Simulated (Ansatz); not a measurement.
This run works on a generated trial structure, not on a known crystal.

Input and command of a plane-wave DFT calculation in Ansatz:

```yaml
crystal:
  lattice:
    - [1.876172987, -3.2496269373, 0.0]
    - [-5.628518961, -3.2496269373, 0.0]
    - [0.0, 0.0, -10.7735721428]
  atoms:
    - { symbol: Ga, position: [0.0, 0.6666666667, 0.9193014713] }
    - { symbol: Ga, position: [0.5, 0.1666666667, 0.9193014713] }
    - { symbol: Ga, position: [0.0, 0.6666666667, 0.565669566] }
    - { symbol: Ga, position: [0.5, 0.1666666667, 0.565669566] }
    - { symbol: Ga, position: [0.0, 1.0, 0.4120327163] }
    - { symbol: Ga, position: [0.5, 0.5, 0.4120327163] }
    - { symbol: B, position: [0.5, 0.5, 0.2184009635] }
    - { symbol: B, position: [0.0, 1.0, 0.2184009635] }
    - { symbol: Sb, position: [0.5, 0.8333333333, 0.1497793333] }
    - { symbol: Sb, position: [0.0, 0.3333333333, 0.1497793333] }
    - { symbol: Sb, position: [0.5, 0.8333333333, 0.7348159296] }
    - { symbol: Sb, position: [0.0, 0.3333333333, 0.7348159296] }
basis:
  ecutwfc: 420
kpoints:
  mp_grid: { grid: [6, 4, 2] }
hamiltonian:
  xc: pbe
scf:
  occupations: { method: gaussian, width: 0.2 }
  lower_state_search: "off"
output:
  forces: true
  stress: true
  eigenvalues: true
```

```bash
ansatz run input.yaml --threads 1 --pin off --max-ram 2560MiB --backend cpu --events-out ev --progress --plain --runs-dir out
```

Processor: Intel(R) Xeon(R) Processor @ 2.50GHz (Skylake/Cascade Lake), 1 thread, on a host shared with other jobs.

Question: Estimate time, memory and problem size.

Answer: About 73 s, peak memory 0.72 GiB. It solves 87 bands at 24 k points (after reduction by symmetry) with about 5149 plane waves, in 11 SCF iterations.
